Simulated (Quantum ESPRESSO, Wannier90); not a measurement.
# Wannier functions of AlNi3 (Cu3Au type)

```
begin unit_cell_cart
ang
    3.5230500000    0.0000000000    0.0000000000
    0.0000000000    3.5230500000    0.0000000000
    0.0000000000    0.0000000000    3.5230500000
end unit_cell_cart
begin atoms_frac
Al   0.0000000000  0.0000000000  0.0000000000
Ni   0.0000000000  0.5000000000  0.5000000000
Ni   0.5000000000  0.0000000000  0.5000000000
Ni   0.5000000000  0.5000000000  0.0000000000
end atoms_frac
```

Structure: Materials Project mp-2593, symmetrised, not relaxed again. Not found in the COD (Crystallography Open Database) copy used; not checked further. Computed values, not measurements, from PBEsol: Quantum ESPRESSO (norm-conserving PseudoDojo potentials, cutoff 79 Ry, spinors with spin-orbit coupling, ferromagnetic start along z) on a Γ-centred 4×4×4 mesh, then Wannier90. Density: 12×12×12 mesh, cold smearing 0.01 Ry. Only the ferromagnetic state was computed; other magnetic orders were not tried.

A tight-binding model is made by disentanglement and projection with no localisation steps (num_iter = 0), so the 62 orbitals stay atom-like: hydrogen-like Al: s;p; Ni: s;p;d, axes along x, y, z; frozen window up to 3.00 eV relative to the Fermi level. It follows pw.x to 25 meV rms for states up to 1.0 eV relative to the Fermi level. Matrix elements depend on this choice of orbitals and windows.

Q: What are the on-site energies relative to the Fermi level, and how fast do the hoppings decay?

A: 
```tsv
atom	orbitals	energy (eV)
Al1	s↑	4.73
Al1	s↓	4.71
Al1	pz↑ px↑ py↑	10.54
Al1	pz↓ px↓ py↓	10.50
Ni2	s↑	6.48
Ni2	s↓	6.53
Ni2	pz↑ pz↓ py↑ py↓	12.08
Ni2	px↑	13.45
Ni2	px↓	13.49
Ni2	dz2↑	-1.84
Ni2	dz2↓	-1.60
Ni2	dxz↑ dxy↑	-1.96
Ni2	dxz↓ dxy↓	-1.57
Ni2	dyz↑	-2.01
Ni2	dyz↓	-1.82
Ni2	dx2-y2↑	-1.74
Ni2	dx2-y2↓	-1.54
Ni3	s↑	6.48
Ni3	s↓	6.53
Ni3	pz↑ pz↓ px↑ px↓	12.08
Ni3	py↑	13.45
Ni3	py↓	13.49
Ni3	dz2↑	-1.84
Ni3	dz2↓	-1.60
Ni3	dxz↑	-2.01
Ni3	dxz↓	-1.82
Ni3	dyz↑ dxy↑	-1.96
Ni3	dyz↓ dxy↓	-1.57
Ni3	dx2-y2↑	-1.74
Ni3	dx2-y2↓	-1.54
Ni4	s↑	6.48
Ni4	s↓	6.52
Ni4	pz↑	13.45
Ni4	pz↓	13.48
Ni4	px↑ px↓ py↑ py↓	12.08
Ni4	dz2↑	-1.69
Ni4	dz2↓	-1.51
Ni4	dxz↑ dyz↑	-1.96
Ni4	dxz↓ dyz↓	-1.57
Ni4	dx2-y2↑	-1.90
```

```json
[
 {"distance of the centres (Å)": "2–3", "largest modulus (eV)": "2.2"},
 {"distance of the centres (Å)": "3–4", "largest modulus (eV)": "0.36"},
 {"distance of the centres (Å)": "4–5", "largest modulus (eV)": "0.45"},
 {"distance of the centres (Å)": "5–6", "largest modulus (eV)": "0.12"},
 {"distance of the centres (Å)": "6–7", "largest modulus (eV)": "0.052"}
]
```
